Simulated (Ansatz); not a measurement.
## Thermal properties of PdPt3S8 from its phonons

Theory: DFT PBE, scalar-relativistic, plane waves, PAW (Ansatz). Plane waves to 420 eV; Γ-centred k mesh 6×8×2; fixed occupations. No spin polarisation. Phonons by linear response, acoustic sum rule imposed.

Relaxed structure:
```
Pd Pt S
1.0
     6.18644    0.00000    0.00077
     0.00000    3.57210    0.00000
    -0.01193    0.00000   12.93163
Pd Pt S
1 3 8
Direct
  0.00000 0.00000 0.50000
  0.00000 0.00000 0.00000
  0.50000 0.50000 0.00000
  0.50000 0.50000 0.50000
  0.33350 0.00000 0.09514
  0.33438 0.00000 0.59517
  0.83350 0.50000 0.09513
  0.83269 0.50000 0.59518
  0.16731 0.50000 0.40482
  0.16650 0.50000 0.90487
  0.66562 0.00000 0.40483
  0.66650 0.00000 0.90486
```

The structure comes from a generated guess, relaxed at this level; another structure or a mixture of phases may lie lower. Spin–orbit coupling is left out, which matters for heavy elements. The q mesh is coarse, so values between its points are rough. The run warned that its linear response isn't converged on this k mesh, so dielectric tensors, Born charges and infrared intensities are rough, and the frequencies may be too. Modes under 40 cm⁻¹ are poorly fixed. No dispersion correction is applied, so modes and constants that involve weak contacts between layers, chains or molecules come out too soft.

Force constants from linear response on a 1×2×1 q mesh, interpolated to a fine mesh.

Task: What is the zero-point energy per atom?

Result: 44.6 meV.

Task: How large are the vibrational entropy and heat capacity at 300 K?

Result: S = 3.12 k_B and C_V = 2.66 k_B per atom, 89 % of the Dulong–Petit value.

Task: Tabulate them against temperature.

Result:
```
T (K)  F_vib (meV/atom)  S (k_B/atom)  C_V (k_B/atom)
  100              41.9          0.84            1.29
  200              29.1          2.11            2.31
  300               6.3          3.12            2.66
  400             -24.1          3.91            2.80
  500             -60.6          4.54            2.87
  600            -102.1          5.07            2.91
  700            -147.7          5.52            2.93
  800            -197.0          5.91            2.95
  900            -249.5          6.26            2.96
 1000            -304.8          6.57            2.97
```
